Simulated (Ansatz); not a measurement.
VBiO$_{4}$:
```
VBiO4
1.0
    3.75766     2.61050     0.00000
   -3.75766     2.61050     0.00000
   -2.88669     0.00000     4.24718
V Bi O
1 1 4
Cartesian
  0.00000   1.89994   0.00000
 -1.44334   4.73426   2.12359
 -2.91086   0.98553   2.78348
  1.36492   2.87635   0.12010
 -4.25161   2.87635   4.12708
  0.02417   0.98553   1.46371
```

Relaxed with LDA. Special points in fractions of this cell's reciprocal vectors: Γ (0.000, 0.000, 0.000); C (0.426, 0.426, 0.000); C2 (-0.426, 0.574, 0.000); Y2 (-0.500, 0.500, 0.000); M2 (-0.500, 0.500, 0.500); D (-0.281, 0.719, 0.500); D2 (0.281, 0.281, 0.500); A (0.000, 0.000, 0.500); L2 (0.000, 0.500, 0.500); V2 (0.000, 0.500, 0.000).

List the band energies nearest the valence-band maximum at these points for LDA in the plane-wave PAW code Ansatz.

In eV from the valence-band maximum; about four levels below and three above (degenerate sets whole), none deeper than 8.9 eV; points with the same levels are listed once.

```csv
k,below,above
Γ,-2.05 -1.98 -1.56 -1.29,3.60 3.89 4.24
C,-1.21 -0.72 -0.64 -0.06,3.29 3.57 4.19
Y2,-1.21 -0.74 -0.71 0.00,3.31 3.68 4.36
M2,-1.37 -0.76 -0.38 -0.09,2.72 3.36 4.26
D,-1.28 -1.09 -0.90 -0.44,3.08 3.69 4.57
A,-1.42 -1.18 -0.95 -0.30,2.91 3.62 4.09
L2,-1.37 -1.23 -0.98 -0.67,3.45 3.69 4.50
V2,-1.41 -0.81 -0.62 -0.34,2.83 3.57 4.22
```

The workflow started from a Materials Project entry (that database holds measured and hypothetical structures alike); the Crystallography Open Database copy checked does not list it. It is not the phase usual at ambient conditions (space group No. 88). The LDA relaxation kept the symmetry of its start; of distortions, only those at the zone centre were tested. The run is not spin-polarised. No Hubbard U is applied. Spin–orbit coupling is left out wherever it is not named.

Potentials: the later of the program's two PAW sets.
